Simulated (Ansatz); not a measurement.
**VTe4Mo (P-6m2) at 2 levels of theory**

One geometry, relaxed with PBE; plane waves with PAW potentials in Ansatz, scalar-relativistic. Collinear spin; the first row ends at 1.0 μB a primitive cell. Gaps are the least over mesh and band path; pressure is positive in compression.

```
V Te Mo
1.0
     3.57948    0.00000    0.00000
    -1.78974    3.09992    0.00000
     0.00000    0.00000   15.06343
V Te Mo
1 4 1
Cartesian
  1.7897 1.0333 7.5317
  0.0000 2.0666 5.7734
  1.7897 1.0333 13.2636
  0.0000 2.0666 9.2901
  1.7897 1.0333 1.7998
  0.0000 2.0666 0.0000
```

```tsv
level	cutoff (eV)	k mesh	gap (eV)	pressure (GPa)	largest moment (μB)
PBE	420	12×12×4	0.06	0.0	1.00
```

Q: What comes out on the same cell with LDA?

A:
```tsv
level	cutoff (eV)	k mesh	gap (eV)	pressure (GPa)	largest moment (μB)
LDA	420	12×12×4	0	-5.1	0.85
```

Spin-orbit coupling matters for the bands of heavy elements and is left out. Moments started parallel, and an antiferromagnetic order may lie lower. The cell holds layers, chains or molecules and no dispersion correction was added, so their binding is poorly described. The smearing is narrow for a metal on this mesh.

The cell was found from a structure generator's guess, not taken from experiment.
